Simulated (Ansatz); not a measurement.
Stationary points along a deformation path in Si

Theory: Ansatz 0.2.0, DFT r2SCAN, scalar-relativistic, plane waves, PAW. The runs took a 500 eV cutoff, a Γ-centred 12×12×6 mesh and Gaussian smearing (0.05 eV). No spin polarisation. Energies are free energies at this smearing, counted from the undisturbed cell; pressure is positive in compression.

The undisturbed cell (as given, not relaxed at this level; it stands at 0.2 GPa; this form isn't the usual structure):

```
Si
1.0
     3.83132    0.00000    0.00000
    -1.91566    3.31802    0.00000
     0.00000    0.00000    6.33262
Si
4
Cartesian
  0.0000 2.2120 0.3990
  1.9157 1.1060 3.5653
  0.0000 2.2120 2.7673
  1.9157 1.1060 5.9336
```

At fixed volume and fractional coordinates, lengths along (0.000, 0.000, 1.000) are scaled against those across it; ρ is that ratio over its starting value. V = 20.126 Å³/atom. Δσ is the stress along the axis less the mean stress across it (compression positive).

```csv
ρ,ΔE (meV/atom),Δσ (GPa),space group
0.800,597.6,67.91,P6_3/mmc
0.850,304.7,47.47,P6_3/mmc
0.920,75.9,22.31,P6_3/mmc
0.960,17.9,10.43,P6_3/mmc
1.000,0.0,0.25,P6_3/mmc
1.050,21.4,-10.50,P6_3/mmc
1.100,80.2,-19.48,P6_3/mmc
1.200,272.2,-31.29,P6_3/mmc
1.300,502.9,-36.99,P6_3/mmc
```

Q: How does the stress give the slope of the energy, and where is the energy stationary?

A: Along the path d ln(length) is 2/3 d ln ρ on the axis and −1/3 d ln ρ across it, so dE/d ln ρ = −(2/3) V Δσ: the energy falls with ρ where Δσ is positive. Δσ vanishes or changes sign between ρ = 1.000 and 1.050, a minimum (near 1.00 by linear interpolation). Pairs of stationary points between two samples would go unseen, and could change a minimum read from distant neighbours into a maximum.

Q: Integrate that slope from ρ = 1 to 1.200 by the trapezoid rule.

A: With V/N in Å³ and 1 eV/Å³ = 160.2 GPa the slopes at ρ = 1.000, 1.050, 1.100, 1.200 are -21, 879, 1632, 2620 meV/atom per unit of ln ρ. The steps add 20.9 + 58.4 + 185.0 = 264.3 meV/atom, against 272.2 from the energies; the trapezoid rule misses the curvature of the slope within each step.

Forces appear on the atoms along this scan, and letting them relax would lower the energy and soften the response. The gap closes along the scan, which can put kinks into the curve.

Cost: 9 runs of about 1.8 core-minutes in all, on Arm Neoverse V2 (shared hosts).